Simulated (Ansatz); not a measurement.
**Harmonic thermodynamics of CrSi8Mo3**

Level of theory: Ansatz 0.2.0, DFT PBE, scalar-relativistic, plane waves, PAW. Settings: 420 eV plane-wave cutoff, Γ-centred 12×12×4 mesh, Fermi-Dirac smearing of 0.15 eV. No spin polarisation. Phonons by linear response, acoustic sum rule imposed.

Relaxed structure:
```xyz
12
Lattice="3.1884 0.0000 0.0000 0.0000 3.1884 0.0000 0.0000 0.0000 15.5850" Properties=species:S:1:pos:R:3 pbc="T T T"
Cr    1.5942    1.5942    0.0000
Si    0.0000    0.0000    6.4865
Si    1.5942    1.5942   10.4428
Si    0.0000    0.0000   14.3702
Si    1.5942    1.5942    2.5139
Si    0.0000    0.0000    9.0985
Si    1.5942    1.5942   13.0711
Si    0.0000    0.0000    1.2148
Si    1.5942    1.5942    5.1422
Mo    0.0000    0.0000    3.8407
Mo    1.5942    1.5942    7.7925
Mo    0.0000    0.0000   11.7443
```

The cell was found from a structure generator's guess, not taken from experiment. In a metal, frequencies and elastic constants depend on the k mesh and the smearing, soft modes and shear constants most. Some empty bands missed the eigensolver's threshold. The q mesh is coarse, so values between its points are rough.

Force constants from linear response on a 2×2×1 q mesh, interpolated to a fine mesh.

**Question.** Give the zero-point energy per atom.

**Answer.** 53.0 meV.

**Question.** How large are the vibrational entropy and heat capacity at 300 K?

**Answer.** S = 2.43 k_B and C_V = 2.56 k_B per atom, 85 % of the Dulong–Petit value.

**Question.** Tabulate them against temperature.

**Answer.**
```tsv
T (K)	F_vib (meV/atom)	S (k_B/atom)	C_V (k_B/atom)
100	52.1	0.38	0.97
200	44.2	1.47	2.13
300	27.2	2.43	2.56
400	2.9	3.19	2.74
500	-27.4	3.81	2.83
600	-62.6	4.33	2.88
700	-101.9	4.78	2.91
800	-144.8	5.17	2.93
900	-190.9	5.52	2.94
1000	-239.8	5.83	2.96
```
